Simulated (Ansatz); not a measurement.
Here is the system:

Starting cell, Os (hcp, Mg type):

```xyz
4
Lattice="5.4767 0.0000 0.0000 -1.3692 2.3715 0.0000 0.0000 0.0000 4.3159" Properties=species:S:1:pos:R:3 pbc="T T T"
Os     0.0000     1.5810     3.2369
Os     2.7383     1.5810     3.2369
Os     1.3692     0.7905     1.0790
Os     4.1075     0.7905     1.0790
```

Scan: atom 1 (Os, nearest neighbour Os at 2.675 Å; its periodic images, 2.7 Å or more away, move with it) is displaced along Cartesian [111], direction (0.577, 0.577, 0.577) in Cartesian axes, by s. The other atoms stay.

Method: r2SCAN (plane waves to 500 eV, PAW, scalar-relativistic; Ansatz, a quantum-chemistry and plane-wave program). k mesh 8×16×9 (Γ-centred), Fermi-Dirac smearing 0.05 eV. E stands for the smeared free energy. Left out: 3 of 11 points, with atoms too close for the PAW data. With partly filled bands, energies and forces of such displacements shift with the k mesh and the smearing. Os is run without spin polarisation. Os was relaxed with its symmetry unable to fall. Spin-orbit coupling is left out, though Os is heavy. The zero of ΔE is the undisplaced structure.

The scan covers s from -0.480 to 0.640 Å in 8 points.

**Question.** Is the energy the same for displacements of ±0.480 Å, and if not, which side lies higher?

**Answer.** Not even: the negative side lies higher at ±0.480 Å. With its periodic images moving along, the atom's site symmetry in this cell is mm2.

**Question.** What is the energy change at s = 0.640 Å?

**Answer.** 4174 meV/cell.

**Question.** What force acts on the atom along the line at s = -0.480 Å?

**Answer.** 12.1 eV/Å.

**Question.** What is the force constant k = d²E/ds² of this move at s = 0?

**Answer.** 15.6 eV/Å².

(A displaced cell: forces are minus the slopes of the energy, force constants its curvatures, and phonons follow from these.)
